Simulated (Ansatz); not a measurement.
InAg3:
```xyz
4
Lattice="4.1860 0.0000 0.0000 0.0000 4.1860 0.0000 0.0000 0.0000 4.1860" Properties=species:S:1:pos:R:3 pbc="T T T"
In     0.0000     0.0000     0.0000
Ag     0.0000     2.0930     2.0930
Ag     2.0930     0.0000     2.0930
Ag     2.0930     2.0930     0.0000
```

Relaxed with r²SCAN.

### Question
Map the valence electron density (e/Å³), cut off at 6 on the plane through (0.000, 0.000, 0.000) spanned by u = [1, 1, 0] and v = [1, 0, 1] in lattice vectors, from the program Ansatz at the r²SCAN level (PAW).

### Answer
x is the fraction of u, y of v (the angle between them is 60°; rows are the nearest grid lines); atoms in the plane: In at (0.00, 0.00), Ag at (0.50, 0.50), Ag at (0.00, 0.50), Ag at (0.50, 0.00).
```
|@@@+:      -@@@@@@@-      :+@@@|
|@@@#-.     .+@@@@@@+.     .-#@@|
|+##+-.       :+@@@@+:       .-+|
|:---:.        .-+*+-.        .:|
| ....           .::.           |
|                               |
|                               |
|                               |
|           .::.           .::. |
|@+:       :+@@@@+:       :+@@@@|
|@@*:      :*@@@@@*:      :*@@@@|
|@@@+.     .+@@@@@@+.     .+@@@@|
|@@@@+.     .+@@@@@@+.     .+@@@|
|@@@@*:      :*@@@@@*:      :*@@|
|@@@@+:       :+@@@@+:       :+@|
| .::.           .::.           |
|                               |
|                               |
|                               |
|           .::.           .... |
|:.        .-+*+-.        .:---:|
|+-.       :+@@@@+:       .-+##+|
|@@#-.     .+@@@@@@+.     .-#@@@|
|@@@+:      -@@@@@@@-      :+@@@|
```
Scale: ten equal steps from 0.142 (start of ' ') to 6.00 (end of '@'), in the order ' .:-=+*#%@'; x runs from 0.000 to 1.00, y from 0.000 (bottom) to 1.00 (top).

The density is the valence pseudo-density with augmentation charge, so density and ELF within about 1 Å of a nucleus are not all-electron values.

Space group Pm-3m (Cu3Au type). The workflow started from an entry of the Crystallography Open Database (COD). Its standing as an ambient phase is unchecked. The cell was relaxed with r²SCAN under the symmetry of its start; its stability against distortions is not shown here. The run is not spin-polarised.

Potentials: the later of the program's two PAW sets.
